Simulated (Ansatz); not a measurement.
Sr₂Pb:
```yaml
crystal:
  lattice:
    - [8.24372, 0.00000, 0.00000]
    - [0.00000, 5.41698, 0.00000]
    - [0.00000, 0.00000, 10.09423]
  atoms:
    - { symbol: Sr, position: [0.83839, 0.25000, 0.07424] }
    - { symbol: Sr, position: [0.66161, 0.75000, 0.57424] }
    - { symbol: Sr, position: [0.33839, 0.25000, 0.42576] }
    - { symbol: Sr, position: [0.16161, 0.75000, 0.92576] }
    - { symbol: Sr, position: [0.98032, 0.25000, 0.68595] }
    - { symbol: Sr, position: [0.51968, 0.75000, 0.18595] }
    - { symbol: Sr, position: [0.48032, 0.25000, 0.81405] }
    - { symbol: Sr, position: [0.01968, 0.75000, 0.31405] }
    - { symbol: Pb, position: [0.25230, 0.25000, 0.10448] }
    - { symbol: Pb, position: [0.24770, 0.75000, 0.60448] }
    - { symbol: Pb, position: [0.75230, 0.25000, 0.39552] }
    - { symbol: Pb, position: [0.74770, 0.75000, 0.89552] }
```

Relaxed with PBEsol.

### Question
Give the Bader charges and basin volumes of the independent atoms, DFT-PBEsol in the program Ansatz with PAW potentials.

### Answer


```
atom  Bader charge (e)  Bader volume (Å³)
----  ----------------  -----------------
Sr1              +1.11               24.7
Sr5              +1.16               26.1
Pb9              -2.27               61.9
```

Space group Pnma. The workflow started from an entry of the Crystallography Open Database (COD). Whether it is the stable phase at ambient conditions was not checked. The PBEsol relaxation kept the symmetry of its start; its stability against distortions is not shown here. Spin–orbit coupling is left out wherever it is not named.

Potentials: the later of the program's two PAW sets.
